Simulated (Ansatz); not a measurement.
Input deck for Ansatz 0.2.0, then the block of the output on the nuclei.

The cell is a Materials Project structure (computed, not necessarily an observed phase), taken as it stands.

```yaml
crystal:
  lattice:
    - [5.963599775, 0.0, 0.0]
    - [-2.9817998875, 5.1646289031, 0.0]
    - [0.0, 0.0, 15.559775001]
  atoms:
    - { symbol: Ba, position: [0.0, 0.0, 0.380871] }
    - { symbol: Ba, position: [0.0, 0.0, 0.787246] }
    - { symbol: Ba, position: [0.3333333333, 0.6666666667, 0.640524] }
    - { symbol: Ba, position: [0.3333333333, 0.6666666667, 0.918687] }
    - { symbol: Ba, position: [0.0, 0.0, 0.035941] }
    - { symbol: Ba, position: [0.3333333333, 0.6666666667, 0.207197] }
    - { symbol: Li, position: [0.0, 0.0, 0.209443] }
    - { symbol: Nb, position: [0.6666666667, 0.3333333333, 0.817329] }
    - { symbol: Nb, position: [0.6666666667, 0.3333333333, 0.182869] }
    - { symbol: Ir, position: [0.6666666667, 0.3333333333, 0.001057] }
    - { symbol: Cl, position: [0.3333333333, 0.6666666667, 0.425285] }
    - { symbol: Cl, position: [0.0, 0.0, 0.581633] }
    - { symbol: O, position: [0.821568, 0.643136, 0.912971] }
    - { symbol: O, position: [0.993644, 0.496822, 0.759014] }
    - { symbol: O, position: [0.8306705, 0.661341, 0.246937] }
    - { symbol: O, position: [0.503178, 0.006356, 0.759014] }
    - { symbol: O, position: [0.503178, 0.496822, 0.759014] }
    - { symbol: O, position: [0.5149385, 0.029877, 0.088329] }
    - { symbol: O, position: [0.8306705, 0.1693295, 0.246937] }
    - { symbol: O, position: [0.970123, 0.4850615, 0.088329] }
    - { symbol: O, position: [0.5149385, 0.4850615, 0.088329] }
    - { symbol: O, position: [0.356864, 0.178432, 0.912971] }
    - { symbol: O, position: [0.338659, 0.1693295, 0.246937] }
    - { symbol: O, position: [0.821568, 0.178432, 0.912971] }
kpoints:
  mp_grid: { grid: [5, 5, 2] }
scf:
  occupations: { method: fermi_dirac, width: 0.02 }
hamiltonian:
  xc: r2scan
  pseudopotentials: { kind: paw }
output:
  forces: true
  stress: true
  populations: true
  efg:
    quadrupole_moments_barn:
      Ba: 0.236
      Li: -0.0401
      Nb: -0.32
      Ir: 0.751
      Cl: -0.08112
      O: -0.02558
    contact_densities: true
```

```sh
ansatz run input.yaml --threads 2 --pin off --max-ram 5120MiB --backend cpu --events-out ev --progress --plain --runs-dir out
```

Of the output, the block on the nuclei alone is shown; the set-up, the SCF iterations, energies, forces and stress are cut. One atom of each set with nearly equal values is shown.

```
--- PAW observables at the nuclei: V_zz in 10²¹ V/m², potentials from the cell's mean, atoms counted from 1 ---
  atom   1  Ba V_zz =   -13.644362   η = 0.0000   by run symmetry: allowed   C_q = -77.8609 MHz
            electrostatic potential = -9620.766325 V   contact ρ = 2064263.691032 e/Å³
  atom   2  Ba V_zz =    +0.284092   η = 0.0000   by run symmetry: allowed   C_q = +1.6212 MHz
            electrostatic potential = -9622.218178 V   contact ρ = 2064265.804697 e/Å³
  atom   3  Ba V_zz =   -15.970250   η = 0.0000   by run symmetry: allowed   C_q = -91.1335 MHz
            electrostatic potential = -9621.596766 V   contact ρ = 2064269.202928 e/Å³
  atom   4  Ba V_zz =    +4.939294   η = 0.0000   by run symmetry: allowed   C_q = +28.1859 MHz
            electrostatic potential = -9621.923692 V   contact ρ = 2064261.705403 e/Å³
  atom   5  Ba V_zz =   +11.238123   η = 0.0000   by run symmetry: allowed   C_q = +64.1298 MHz
            electrostatic potential = -9622.091803 V   contact ρ = 2064267.939185 e/Å³
  atom   6  Ba V_zz =    -0.637113   η = 0.0000   by run symmetry: allowed   C_q = -3.6357 MHz
            electrostatic potential = -9622.421339 V   contact ρ = 2064266.355428 e/Å³
  atom   7  Li V_zz =    +0.686770   η = 0.0000   by run symmetry: allowed   C_q = -0.6659 MHz
            electrostatic potential = -172.331941 V   contact ρ = 94.382964 e/Å³
  atom   8  Nb V_zz =    +2.783371   η = 0.0000   by run symmetry: allowed   C_q = -21.5365 MHz
            electrostatic potential = -6132.373680 V   contact ρ = 540543.350114 e/Å³
  atom   9  Nb V_zz =    -0.708181   η = 0.0000   by run symmetry: allowed   C_q = +5.4796 MHz
            electrostatic potential = -6132.007849 V   contact ρ = 540542.015930 e/Å³
  atom  10  Ir V_zz =    +6.287691   η = 0.0000   by run symmetry: allowed   C_q = +114.1788 MHz
            electrostatic potential = -15777.407177 V   contact ρ = 11160972.696401 e/Å³
  atom  11  Cl V_zz =    -0.837038   η = 0.0000   by run symmetry: allowed   C_q = +1.6418 MHz
            electrostatic potential = -1777.334638 V   contact ρ = 24059.739127 e/Å³
  atom  12  Cl V_zz =    -0.052975   η = 0.0000   by run symmetry: allowed   C_q = +0.1039 MHz
            electrostatic potential = -1777.244861 V   contact ρ = 24059.636937 e/Å³
  atom  13  O  V_zz =    +7.399314   η = 0.3105   by run symmetry: allowed   C_q = -4.5766 MHz
            electrostatic potential = -624.342205 V   contact ρ = 2152.389883 e/Å³
  atom  14  O  V_zz =    -2.015711   η = 0.6076   by run symmetry: allowed   C_q = +1.2468 MHz
            electrostatic potential = -624.460564 V   contact ρ = 2153.113499 e/Å³
  atom  15  O  V_zz =    -2.122850   η = 0.1239   by run symmetry: allowed   C_q = +1.3130 MHz
            electrostatic potential = -624.364665 V   contact ρ = 2152.406999 e/Å³
  atom  18  O  V_zz =    +7.829852   η = 0.3243   by run symmetry: allowed   C_q = -4.8429 MHz
            electrostatic potential = -624.411441 V   contact ρ = 2152.793387 e/Å³
```

Hardware: 2 threads of Intel Xeon Processor @ 2.50GHz (Skylake/Cascade Lake) (x86_64; 62 cores open to the job, memory cap 5.0 GiB, no GPU), a shared host with a load of 0.8 a core. Wall time 3.7 min, CPU time 6.1 min, peak memory 2.2 GiB.

The largest force is 0.8 eV/Å, so the atoms aren't at the calculated equilibrium and relaxing them would move these values. Spin–orbit coupling is left out, which shifts gradients on Ir by a few per cent, and by more where contributions nearly cancel. With these PAW files V_zz is typically within 2 to 3 % of all-electron values, but misses above 10 % occur on Li.
